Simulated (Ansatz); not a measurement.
GaSb:
```cif
data_Ga4Sb4
_chemical_formula_sum 'Ga4 Sb4'
_space_group_name_H-M_alt 'P 1'
_space_group_IT_number 1
_cell_length_a 4.31249
_cell_length_b 4.31249
_cell_length_c 14.15358
_cell_angle_alpha 90.000
_cell_angle_beta 90.000
_cell_angle_gamma 120.000
loop_
_space_group_symop_operation_xyz
  'x, y, z'
loop_
_atom_site_label
_atom_site_type_symbol
_atom_site_fract_x
_atom_site_fract_y
_atom_site_fract_z
_atom_site_occupancy
Ga1 Ga 0.66667 0.33333 0.99977 1
Sb1 Sb 0.66667 0.33333 0.18776 1
Ga2 Ga 0.00000 0.00000 0.25049 1
Sb2 Sb 0.00000 0.00000 0.43698 1
Ga3 Ga 0.33333 0.66667 0.49977 1
Sb3 Sb 0.33333 0.66667 0.68776 1
Ga4 Ga 0.00000 0.00000 0.75049 1
Sb4 Sb 0.00000 0.00000 0.93698 1
```

Relaxed with PBEsol. Plane-wave PAW PBEsol (Ansatz code) gives no gap.

Task: What gap does HSE06 give on the same cell (Ansatz, PAW)?

Result: 0.87 eV. The hybrid was solved on a coarser mesh and at special points; its gap is the smallest among all of these. On such a mesh it can open a false gap in a semimetal.

```tsv
k	v1 PBEsol	c1 PBEsol	v1 HSE06	c1 HSE06
Γ	0.00	0.02	0.00	0.87
A	-0.26	0.36	?	?
K	-1.71	1.43	?	?
H	-2.08	1.53	-2.24	2.16
M	-1.21	0.43	?	?
L	-1.50	0.86	?	?
```

Task: Top valence (v1) and lowest conduction level (c1) in eV from each method's valence maximum (which need not be a listed point): supply the withheld HSE06 values.

Result: 
- L, v1 HSE06: -1.62
- L, c1 HSE06: 1.47
- M, v1 HSE06: -1.31
- M, c1 HSE06: 1.08
- A, v1 HSE06: -0.27
- A, c1 HSE06: 1.04
- K, v1 HSE06: -1.84
- K, c1 HSE06: 2.11

Cost on shared cores: the PBEsol run (SCF on a 11×11×3 mesh, then bands and DOS) around 5 core-minutes (rough), the HSE06 run (SCF on 5×5×2, then a few points) very roughly 12 core-minutes; the tasks are unlike.

Space group P6_3mc. The start of the workflow was typed in or built on a structure type; the Crystallography Open Database copy checked does not list it. It is not the phase usual at ambient conditions (space group No. 216). Symmetry was held in the PBEsol relaxation; of distortions, only those at the zone centre were tested. Scalar-relativistic: spin–orbit coupling is off unless named, which matters more the heavier the elements.

Potentials: the later of the program's two PAW sets.
